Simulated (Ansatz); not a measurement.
GaPd$_{3}$N (anti-perovskite, space group No. 221) at seven volumes, plane-wave PAW PBEsol (Ansatz code), scaled uniformly. One row is withheld.

| V (Å³/atom) | P (GPa) |
|---|---|
| 12.407 | 22.31 |
| 12.816 | 13.48 |
| 13.225 | 6.12 |
| 13.634 | 0.00 |
| 14.043 | ? |
| 14.452 | -9.29 |
| 14.861 | -12.76 |

Fit the shown pressures and predict the withheld one.

Third-order Birch–Murnaghan: P = (3/2)B₀(x^(7/2) − x^(5/2))[1 + (3/4)(B′ − 4)(x − 1)] with x = (V₀/V)^(2/3). Least squares on the six rows gives V₀ = 13.635 Å³/atom, B₀ = 185.2 GPa, B′ = 5.17. At V = 14.043, x = 0.9805 and P = -5.06 GPa. The run itself gave -5.08 GPa.

Space group Pm-3m (anti-perovskite). The start of the workflow was typed in or built on a structure type; neither database checked (COD, Materials Project) lists it. Its standing as an ambient phase is unchecked. The cell was relaxed with PBEsol under the symmetry of its start. At this level the phase is dynamically unstable (imaginary phonons). No spin polarisation was allowed. Scalar-relativistic: spin–orbit coupling is off unless named, which matters more the heavier the elements.

Potentials: the earlier of the program's two PAW sets. The files were generated under PBE; for other functionals the program regenerates the frozen cores, and for LDA and PBEsol the local potential too.
